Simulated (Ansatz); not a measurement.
Se: computed property card

Se:
```yaml
crystal:
  lattice:
    - [2.78455, 0.00000, 0.00000]
    - [0.00000, 2.78455, 0.00000]
    - [0.00000, 0.00000, 2.78455]
  atoms:
    - { symbol: Se, position: [0.00000, 0.00000, 0.00000] }
```

Space group Pm-3m (No. 221), simple cubic; conventional cell a = b = c = 2.7846 Å, α = β = γ = 90.00°.

Method: DFT-PBEsol in the program Ansatz with PAW potentials. The cell and atoms are relaxed at this level. Other levels are named where they apply.

### Cell and energy

```json
{
 "volume_per_atom": "21.59 Å³",
 "density": "6.07 g/cm³"
}
```

### Electronic structure

```json
{
 "electronic_character": "metallic (no gap)",
 "Density of states at the Fermi level": "0.49 states/eV per atom (mean over ±0.08 eV)",
 "Gap with spin–orbit coupling": "none (metallic)"
}
```

### Mechanics

```json
{
 "Bulk modulus (Birch–Murnaghan fit)": "81.3 GPa",
 "Pressure derivative B′": "4.5",
 "Elastic constants (relaxed ions, GPa)": "C11 = 141, C12 = 52.4, C44 = 6.8",
 "mechanical_stability": "stable (all eigenvalues of C positive)",
 "hill_bulk_and_shear_moduli": "81.9 and 16.1 GPa",
 "Young's modulus": "45.2 GPa",
 "Poisson's ratio": "0.41",
 "debye_temperature_from_the_elastic_constants": "197 K"
}
```

### Phonons

```json
{
  "dynamical_stability_on_the_path": "stable (no imaginary branch)",
  "zero_point_energy": "20.3 meV/atom",
  "Vibrational entropy at 300 K": "43.3 J/(K·mol of atoms)"
}
```

The first step of the workflow began from a Materials Project structure, measured or hypothetical; the Crystallography Open Database copy checked does not list it. It is not the phase usual at ambient conditions (space group No. 152). The PBEsol relaxation kept the symmetry of its start. As this level gives no gap, shear constants depend on the k-mesh and smearing (Fermi–Dirac, 0.1 eV here). As this level gives no gap, phonon frequencies hold no LO–TO term and depend on the k-mesh and smearing (Fermi–Dirac, 0.1 eV here). Spin–orbit coupling is left out wherever it is not named.

Potentials: the earlier of the program's two PAW sets. The files were generated under PBE; for other functionals the program regenerates the frozen cores, and for LDA and PBEsol the local potential too.
